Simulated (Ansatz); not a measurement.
ZrGa3:
Space group I4/mmm (No. 139); a = b = 3.884 Å, c = 9.117 Å, α = β = γ = 90.00°

| atom | site | symmetry | x | y | z |
|---|---|---|---|---|---|
| Zr | 2a | 4/mmm | 0.0000 | 0.0000 | 0.0000 |
| Ga | 2b | 4/mmm | 0.0000 | 0.0000 | 0.5000 |
| Ga | 4d | -4m2 | 0.0000 | 0.5000 | 0.2500 |
(The calculation used a cell of 4 atoms; values per cell refer to that cell.)

Relaxed with r²SCAN.

Q: Tabulate the valence density and the electron localisation function along the shortest Ga–Ga contact (2.75 Å), the program Ansatz at the r²SCAN level (PAW).

A: 

```csv
distance from Ga (Å),density (e/Å³),ELF
0.27,22.81,0.03
0.41,8.77,0.04
0.55,2.90,0.11
0.69,1.14,0.20
0.82,0.61,0.26
0.96,0.40,0.28
1.10,0.30,0.34
1.24,0.26,0.43
1.37,0.25,0.47
1.51,0.26,0.43
1.65,0.30,0.34
1.78,0.40,0.28
1.92,0.61,0.26
2.06,1.14,0.20
2.20,2.90,0.11
2.33,8.77,0.04
2.47,22.81,0.03
```

The density is the valence pseudo-density with augmentation charge, so density and ELF within about 1 Å of a nucleus are not all-electron values.

The workflow started from an entry of the Crystallography Open Database (COD). Its standing as an ambient phase is unchecked. The r²SCAN relaxation kept the symmetry of its start; its stability against distortions is not shown here. No spin polarisation was allowed. Axis ratios of metals converge slowly with the k-mesh, so a and c are less sure than the volume.

Potentials: the later of the program's two PAW sets.
